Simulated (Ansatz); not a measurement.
## In4SbAs3: computed properties

Theory: DFT PBE, scalar-relativistic, plane waves, PAW (Ansatz).

Plane waves to 420 eV, a k mesh through Γ of 6×6×6 on the computed 8-atom cell and Gaussian smearing (0.10 eV); no spin polarisation.

The structure is relaxed at this level of theory with its symmetry kept, and needn't be the ground state of this composition.

Space group P-43m (No. 215). a = 6.302 Å, b = 6.302 Å, c = 6.302 Å, α = 90.00°, β = 90.00°, γ = 90.00°
| atom | site | symmetry | x | y | z |
| --- | --- | --- | --- | --- | --- |
| In | 4e | .3m | 0.2421 | 0.7579 | 0.2421 |
| Sb | 1b | -43m | 0.5000 | 0.5000 | 0.5000 |
| As | 3d | -42.m | 0.5000 | 0.0000 | 0.0000 |

* Space group: P-43m (No. 215)
* Volume per atom: 31.29 Å³
* Formation energy from the elements' standard states (uncorrected): -0.198 eV/atom
* Kohn–Sham band gap: zero, with almost no states at the Fermi level
* Density of states at the Fermi level: 0.0 states/eV per cell
* Orbital (Löwdin) character within 0.5 eV of the Fermi level: As 4p 56 %, Sb 5p 25 %, In 5p 16 %
* Bader charge by site (e): In (4 in the cell) 0.66, Sb (1 in the cell) -0.48, As (3 in the cell) -0.72

Spin-orbit coupling is left out, which matters for the bands of heavy elements.

The cell was found from a structure generator's guess, not taken from experiment. Löwdin shares on free-atom orbitals overweight diffuse shells.
